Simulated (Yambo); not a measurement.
Yambo run on BaO2 (space group I4/mmm, No. 139). The wavefunctions are norm-conserving PBEsol (Quantum ESPRESSO, 84 Ry, with spin-orbit coupling) ones on a 4×4×4 mesh (22 occupied bands); a = b = c = 4.3014 Å, α = β = 128.00°, γ = 76.63°.

Yambo input:

```
rim_cut
HF_and_locXC
RandQpts= 1000000
RandGvec= 1 Ry
EXXRLvcs= 84 Ry
VXCRLvcs= 336 Ry
% QPkrange
 1 | 1 | 22 | 23 |
 3 | 3 | 22 | 23 |
 6 | 6 | 22 | 23 |
 8 | 8 | 22 | 23 |
 13 | 13 | 20 | 24 |
%
```

k points by index: 1 = Γ, 3 = X, 6 = N, 8 = P, 13 = Z.

Resulting energies as the program prints them:

```
#    K-point    Band    Eo [eV]    Ehf [eV]    Vxc [eV]    Vnlxc [eV]
#
    1    22    -1.210034    -6.929955    -17.61750    -23.33742
    1    23    3.259394    8.211162    -9.787963    -4.836195
    3    22    -0.276299    -5.959624    -19.30042    -24.98375
    3    23    4.838228    12.44046    -20.17766    -12.57542
    6    22    -0.411040    -6.110812    -19.22985    -24.92962
    6    23    3.135579    8.975365    -15.83536    -9.995576
    8    22    -1.277589    -6.834607    -17.27067    -22.82769
    8    23    3.535184    9.959867    -17.71915    -11.29447
    13    20    -0.026499    -5.752152    -19.94789    -25.67354
    13    21    0.000000    -5.697915    -19.93905    -25.63697
    13    22    0.000000    -5.697915    -19.93905    -25.63697
    13    23    2.057889    6.692744    -9.222810    -4.587954
    13    24    2.057889    6.692744    -9.222810    -4.587954
```
Exchange alone, without screening.

Geometry relaxed with PBEsol.
